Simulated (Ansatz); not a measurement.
All numbers below come from DFT PBE, scalar-relativistic, plane waves, PAW (Ansatz). Settings: cutoff 420 eV, Γ-centred meshes spaced at most about 0.3 Å⁻¹, and about 0.25 Å⁻¹ or finer for metals (2π included), Gaussian smearing. No spin polarisation in the final relaxations.

These are static total energies at zero pressure. All come from trial cells, and lower structures may exist.

Question: These unrelaxed guesses for Al2BAs2 are each relaxed within their symmetry. Order them by the energy at which they end, lowest first.
1.

```
Al B As
1.0
     3.53336    0.00000    0.00000
     0.00000    3.53336    0.00000
     0.00000    0.00000    7.25225
Al B As
2 1 2
Cartesian
  1.7667 0.0000 0.8312
  0.0000 1.7667 0.8312
  1.7667 1.7667 1.7135
  1.7667 0.0000 4.8165
  0.0000 1.7667 4.8165
```

2.

```
Al B As
1.0
    -1.96764    1.96764    4.80410
     1.96764   -1.96764    4.80410
     1.96764    1.96764   -4.80410
Al B As
2 1 2
Direct
  0.25000 0.75000 0.50000
  0.75000 0.25000 0.50000
  0.00000 0.00000 0.00000
  0.63816 0.63816 0.00000
  0.36184 0.36184 0.00000
```

3.

```
Al B As
1.0
    -2.23471    2.23471    4.55874
     2.23471   -2.23471    4.55874
     2.23471    2.23471   -4.55874
Al B As
2 1 2
Direct
  0.79249 0.79249 0.00000
  0.20751 0.20751 0.00000
  0.50000 0.50000 0.00000
  0.75000 0.25000 0.50000
  0.25000 0.75000 0.50000
```

4.

```
Al B As
1.0
     3.20044    0.00000    0.00000
    -1.60022    2.77167    0.00000
     0.00000    0.00000    8.36775
Al B As
2 1 2
Direct
  0.33333 0.66667 0.14100
  0.66667 0.33333 0.85900
  0.00000 0.00000 0.00000
  0.33333 0.66667 0.66700
  0.66667 0.33333 0.33300
```

Answer: 4 (ends in P-3m1, 0 meV/atom), 1 (ends in P4mm, 146 meV/atom), 3 (ends in I4/mmm, 0.41 eV/atom), 2 (ends in I4/mmm, ThCr2Si2 type, 0.54 eV/atom). Even the lowest end lies +0.24 eV/atom against the elements.

Weakly bound directions are ill-defined at this level, which has no dispersion term (P-3m1, I4/mmm at 19.4 Å³/atom), and this can change margins and order among such cells. In P-3m1, P4mm, I4/mmm at 18.5 Å³/atom, I4/mmm at 19.4 Å³/atom an odd number of electrons in the primitive cell allows no gap without spin; a larger cell or a magnetic state could open one. A magnetic state wasn't ruled out in cells without spin, among them P-3m1, P4mm, I4/mmm at 18.5 Å³/atom, I4/mmm at 19.4 Å³/atom. Cells relaxed within their symmetry can be saddle points. Some candidate types were left out of the draw beforehand, so a known form may be missing.
